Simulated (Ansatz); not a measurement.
Level of theory: DFT, HSE06, scalar-relativistic, collinear spin; plane waves to 420 eV with PAW datasets (Ansatz 0.2.0), Γ-centred 8×8×8 mesh, 0.05 eV Gaussian smearing. The datasets are Ansatz's generated set soft_2.

A crystal of composition XO, relaxed at this level of theory, gives this pattern between 10° and 80°.

Cu Kα1 powder pattern (kinematic, no thermal factors).
| 2θ (°) | relative intensity |
| --- | --- |
| 28.82 | 100 |
| 33.40 | 40 |
| 47.95 | 44 |
| 56.91 | 45 |
| 59.69 | 11 |
| 70.15 | 7 |
| 77.54 | 18 |
| 79.96 | 14 |

Problem. Which lattice and cell does the pattern come from?

Solution. Cubic, space group F-43m (No. 216), a = 5.362 Å, b = 5.362 Å, c = 5.362 Å, α = 90.00°, β = 90.00°, γ = 90.00°. The line positions fix the lattice at most, not the space group, and lines under 1 % of the strongest aren't listed; this is the group of the computed cell.

A compound XO has these computed properties.

- Band gap: zero (metallic)
- Density of states at the Fermi level: about 0.01 states/(eV·atom) (so small a value isn't resolved on this mesh)
- Magnetic state: ferromagnetic (the only order tried)
- Site spin moments: X 7.03 μB
- Spin moment of the cell: 8.00 μB
- f electrons (orthogonalised atomic orbitals): X 7.03
- Bulk modulus (Birch–Murnaghan): 109 GPa

Sites: X on 4a, O on 4d.

Problem. Which element is X?
A. Dy
B. Eu
C. Gd
D. Sm

Solution. C. X is Gd, so the compound is GdO.

The start was a prototype's sites filled with these elements; the Crystallography Open Database holds the compound in this structure.

For elements this heavy, spin–orbit coupling would shift levels and gaps; it isn't included here. The run wasn't fully tested for a lower electronic state. Pressures of hybrids are less tightly converged. For a metal under a hybrid functional this mesh is coarse. Site moments are of spin, integrated over atomic spheres. Only parallel moments were tried, so the real magnetic order may be another.
